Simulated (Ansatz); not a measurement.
Space group Pnma (No. 62). a = 16.696 Å, b = 3.306 Å, c = 7.865 Å, α = 90.00°, β = 90.00°, γ = 90.00°
```
atom site symmetry x y z
  Nb    4c       .m.  0.7738  0.2500  0.3272
  Nb    4c       .m.  0.5954  0.2500  0.3355
   P    4c       .m.  0.6855  0.7500  0.1505
   P    4c       .m.  0.8155  0.2500  0.0069
   P    4c       .m.  0.0407  0.2500  0.4602
   P    4c       .m.  0.3841  0.7500  0.1847
   P    4c       .m.  0.9787  0.7500  0.1191
```

Equation of state of this Nb$_{2}$P$_{5}$ structure (not necessarily the ground state), with shape and atoms relaxed at each volume where symmetry leaves them free. It has no gap at any of these volumes. Level of theory: DFT PBEsol, scalar-relativistic, plane waves, PAW in Ansatz 0.2.0.

Settings: cutoff 420 eV, Γ-centred mesh 2×10×6 on the computed 28-atom cell, Gaussian smearing of 0.10 eV; no spin polarisation.

```json
{"V (Å³/atom)": "14.574", "E − E(largest V) (meV/atom)": "5.43", "P (GPa)": "10.77"}
{"V (Å³/atom)": "15.040", "E − E(largest V) (meV/atom)": "-17.16", "P (GPa)": "4.96"}
{"V (Å³/atom)": "15.505", "E − E(largest V) (meV/atom)": "-24.11", "P (GPa)": "-0.01"}
{"V (Å³/atom)": "15.970", "E − E(largest V) (meV/atom)": "-17.73", "P (GPa)": "-4.24"}
{"V (Å³/atom)": "16.435", "E − E(largest V) (meV/atom)": "0.00", "P (GPa)": "-7.85"}
```

**Question.** Fit a third-order Birch–Murnaghan equation to E(V).

**Answer.** V0 = 15.50 Å³/atom, B0 = 153 GPa, B0' = 4.3.

Cost: 5 runs of about 100 core-minutes in all, on Oxide Virtual Turin-like Processor (Zen 5) (shared hosts).